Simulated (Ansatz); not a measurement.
A relaxed cell of Ga3Sb2As is given with its symmetry left out. The cell was found from a structure generator's guess, not taken from experiment.

These are results of DFT PBE, scalar-relativistic, plane waves, PAW in Ansatz 0.2.0, not measurements. Cutoff 420 eV, Γ-centred mesh, Gaussian smearing, no spin polarisation.

```xyz
6
Lattice="4.2906 0.0000 0.0000 -2.1453 3.7157 0.0000 0.0000 0.0000 10.5021" Properties=species:S:1:pos:R:3 pbc="T T T"
Ga    0.0000    0.0000   10.3727
Ga    2.1453    1.2386    3.4937
Ga    0.0000    2.4772    7.1309
Sb    2.1453    1.2386    0.8154
Sb    0.0000    2.4772    4.4361
As    0.0000    0.0000    7.8829
```

The zero of energy is the elements' standard structures at the same level; no fitted shifts are applied.

Task: What space group does it have?

Result: P3m1 (No. 156), with Sb and As ordered on zinc blende sites. Conventional cell: a = 4.291 Å, c = 10.502 Å. Around Ga on its first site lie 1 As at 2.49 Å and 3 Sb at 2.65 Å; Ga on its second site is surrounded by 4 Sb at 2.65–2.68 Å; Sb on its first site has 4 Ga at 2.65–2.68 Å; As has 4 Ga at 2.49–2.59 Å; 2 more sites not described.

Task: How far does it lie from the elements in energy?

Result: −0.20 eV/atom. A negative formation energy is needed for stability but isn't enough: competing phases decide.

Task: Is it a metal?

Result: There is no gap on the 12×12×4 mesh, but valence and conduction bands overlap by only 0.11 eV, so at this level it is a semimetal.

The last run used a 12×12×4 mesh (in the run's order of axes) for its 6-atom cell and Gaussian smearing of 0.10 eV. Spin–orbit coupling, which can matter for Sb, is left out. The zero gap may come from the functional, which often closes small gaps. The reference form of As is held partly by dispersion forces, which this level lacks. A structure relaxed within its symmetry needn't be a true minimum.
